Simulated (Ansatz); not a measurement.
Fe:
```xyz
1
Lattice="-1.4023 1.4023 1.4023 1.4023 -1.4023 1.4023 1.4023 1.4023 -1.4023" Properties=species:S:1:pos:R:3 pbc="T T T"
Fe     0.0000     0.0000     0.0000
```
Starting moments (μB, in the order of the atoms Fe): 2.2.

Relaxed with PBE+D3(BJ).

Which orbitals make up the states near the Fermi level in the program Ansatz at the PBE+D3(BJ) level (PAW)?

Within 0.5 eV of the Fermi level: Fe 3d 90 %, Fe 4s 5 %. Projections are on Löwdin-orthogonalised atomic valence shells; empty p or d shells of many metals are not among them.

Tabulate the density of states.

States/eV per cell of 1 atom, in 0.25 eV bins, energy from the Fermi level.

| E (eV) | total | Fe 3d | Fe 4s |
|---|---|---|---|
| -7.85 | 0.06 | 0.00 | 0.06 |
| -7.60 | 0.07 | 0.00 | 0.07 |
| -7.35 | 0.08 | 0.00 | 0.08 |
| -7.10 | 0.09 | 0.00 | 0.09 |
| -6.85 | 0.11 | 0.00 | 0.10 |
| -6.60 | 0.12 | 0.01 | 0.11 |
| -6.35 | 0.13 | 0.01 | 0.12 |
| -6.10 | 0.15 | 0.02 | 0.13 |
| -5.85 | 0.17 | 0.03 | 0.14 |
| -5.60 | 0.20 | 0.04 | 0.15 |
| -5.35 | 0.25 | 0.07 | 0.17 |
| -5.10 | 0.49 | 0.27 | 0.21 |
| -4.85 | 0.68 | 0.46 | 0.21 |
| -4.60 | 0.85 | 0.63 | 0.21 |
| -4.35 | 1.09 | 0.87 | 0.20 |
| -4.10 | 0.79 | 0.63 | 0.15 |
| -3.85 | 0.77 | 0.61 | 0.14 |
| -3.60 | 1.20 | 1.06 | 0.12 |
| -3.35 | 1.74 | 1.60 | 0.11 |
| -3.10 | 1.50 | 1.36 | 0.11 |
| -2.85 | 1.75 | 1.57 | 0.12 |
| -2.60 | 1.88 | 1.71 | 0.11 |
| -2.35 | 1.01 | 0.92 | 0.05 |
| -2.10 | 1.03 | 0.95 | 0.03 |
| -1.85 | 1.72 | 1.62 | 0.03 |
| -1.60 | 1.79 | 1.67 | 0.04 |
| -1.35 | 2.45 | 2.31 | 0.05 |
| -1.10 | 3.29 | 3.12 | 0.08 |
| -0.85 | 3.05 | 2.90 | 0.08 |
| -0.60 | 1.52 | 1.39 | 0.06 |
| -0.35 | 1.00 | 0.90 | 0.05 |
| -0.10 | 0.94 | 0.85 | 0.04 |
| 0.15 | 0.93 | 0.86 | 0.04 |
| 0.40 | 0.61 | 0.54 | 0.04 |
| 0.65 | 0.77 | 0.70 | 0.05 |
| 0.90 | 0.94 | 0.86 | 0.05 |
| 1.15 | 1.21 | 1.12 | 0.06 |
| 1.40 | 1.46 | 1.36 | 0.06 |
| 1.65 | 1.40 | 1.30 | 0.06 |
| 1.90 | 2.51 | 2.39 | 0.07 |
| 2.15 | 1.05 | 0.92 | 0.08 |
| 2.40 | 0.60 | 0.47 | 0.09 |
| 2.65 | 0.36 | 0.22 | 0.09 |
| 2.90 | 0.33 | 0.17 | 0.09 |
| 3.15 | 0.31 | 0.15 | 0.09 |
| 3.40 | 0.30 | 0.13 | 0.09 |
| 3.65 | 0.28 | 0.11 | 0.09 |
| 3.90 | 0.27 | 0.09 | 0.09 |
| 4.15 | 0.25 | 0.08 | 0.08 |
| 4.40 | 0.24 | 0.07 | 0.08 |
| 4.65 | 0.23 | 0.06 | 0.07 |

Space group Im-3m (bcc (W type)). Symmetry was held in the PBE+D3(BJ) relaxation. Magnetic state: ferromagnetic, chosen from 3 collinear starts compared on coarse meshes (ties went to the first, and starts can fall back to one state), not a proven ground state. Textbook magnetic order: ferromagnetic. The pairwise dispersion correction was not fitted to metals.

Potentials: the later of the program's two PAW sets.
